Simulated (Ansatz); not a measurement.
Theory: DFT PBE, scalar-relativistic, plane waves, PAW in Ansatz 0.2.0. All cells share a 420 eV cutoff and Γ-centred k meshes spaced at most about 0.3 Å⁻¹ (2π included). No spin polarisation in the final relaxations.

These are static total energies at zero pressure.

Two relaxed structures of Sn3PbSe4:

A.

Space group P4/mmm (No. 123). a = 4.315 Å, b = 4.315 Å, c = 12.208 Å, α = 90.00°, β = 90.00°, γ = 90.00°
```json
{"atom": "Sn", "site": "2g", "symmetry": "4mm", "x": "0.0000", "y": "0.0000", "z": "0.7486"}
{"atom": "Sn", "site": "1d", "symmetry": "4/mmm", "x": "0.5000", "y": "0.5000", "z": "0.5000"}
{"atom": "Pb", "site": "1c", "symmetry": "4/mmm", "x": "0.5000", "y": "0.5000", "z": "0.0000"}
{"atom": "Se", "site": "1a", "symmetry": "4/mmm", "x": "0.0000", "y": "0.0000", "z": "0.0000"}
{"atom": "Se", "site": "2h", "symmetry": "4mm", "x": "0.5000", "y": "0.5000", "z": "0.2539"}
{"atom": "Se", "site": "1b", "symmetry": "4/mmm", "x": "0.0000", "y": "0.0000", "z": "0.5000"}
```

B.

Space group Cmmm (No. 65). a = 8.630 Å, b = 12.206 Å, c = 4.315 Å, α = 90.00°, β = 90.00°, γ = 90.00°
```tsv
atom	site	symmetry	x	y	z
Sn	4e	..2/m	0.2500	0.2500	0.0000
Sn	2d	mmm	0.0000	0.0000	0.5000
Pb	2c	mmm	0.5000	0.0000	0.5000
Se	4g	2mm	0.7553	0.0000	0.0000
Se	4j	m2m	0.5000	0.7474	0.5000
```

**Question.** Which arrangement of the elements on these sites is preferred, and by what margin?

**Answer.** They are level within the accuracy (under 1 meV/atom apart). The two share one framework of sites and differ in which element sits where. A has Sn and Pb ordered on rock salt sites, space group P4/mmm (No. 123), 28.4 Å³/atom and a gap of 0.13 eV on its mesh; B has Sn and Pb ordered on rock salt sites, space group Cmmm (No. 65), 28.4 Å³/atom and a gap of 0.09 eV. Counting Se atoms around Pb and Sn (those within 1.25 times the shortest such distance or 1.15 times the sum of covalent radii), A and B both have Sn 6, Pb 6. Both come from invented guesses.

These runs have no spin–orbit coupling, which can matter for Pb. Kohn–Sham gaps at this level usually fall short of measured ones. The missing spin–orbit coupling can work the other way here. Cells relaxed within their symmetry can be saddle points.
